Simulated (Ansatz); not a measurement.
Sr2HN:
```xyz
4
Lattice="1.8831 1.0872 6.2433 -1.8831 1.0872 6.2433 0.0000 -2.1744 6.2433" Properties=species:S:1:pos:R:3 pbc="T T T"
Sr     0.0000     0.0000    14.2527
Sr     0.0000     0.0000     4.4772
H      0.0000     0.0000     0.0000
N      0.0000     0.0000     9.3649
```

Relaxed with PBEsol. Special points in fractions of this cell's reciprocal vectors: Γ (0.000, 0.000, 0.000); T (0.500, 0.500, 0.500); H2 (0.813, 0.187, 0.500); H0 (0.500, -0.187, 0.187); L (0.500, 0.000, 0.000); S0 (0.343, -0.343, 0.000); S2 (0.657, 0.000, 0.343); F (0.500, 0.000, 0.500).

### Question
List the band energies nearest the valence-band maximum at these points for PBEsol in the plane-wave PAW code Ansatz.

### Answer
In eV from the valence-band maximum; about four levels below and three above (degenerate sets whole), none deeper than 8.9 eV; points with the same levels are listed once.

| k | below | above |
|---|---|---|
| Γ | -3.51 -1.61 -0.25 -0.25 | 4.41 4.68 4.74 4.74 |
| T | -3.78 -0.68 -0.22 -0.22 | 2.18 4.80 4.93 4.93 |
| H2 | -2.49 -0.56 -0.41 -0.09 | 2.36 2.68 3.96 |
| L | -2.62 -0.91 -0.10 -0.03 | 1.75 2.85 4.67 |
| S0 | -2.47 -0.56 -0.41 -0.11 | 2.31 2.76 3.90 |
| F | -2.51 -1.39 -0.09 -0.08 | 2.04 2.66 4.71 |

Space group R-3m. The first step of the workflow began from a Materials Project structure, measured or hypothetical; the Crystallography Open Database copy checked does not list it. Its standing as an ambient phase is unchecked. The PBEsol relaxation kept the symmetry of its start; its stability against distortions is not shown here. Spin–orbit coupling is left out wherever it is not named.

Potentials: the later of the program's two PAW sets.
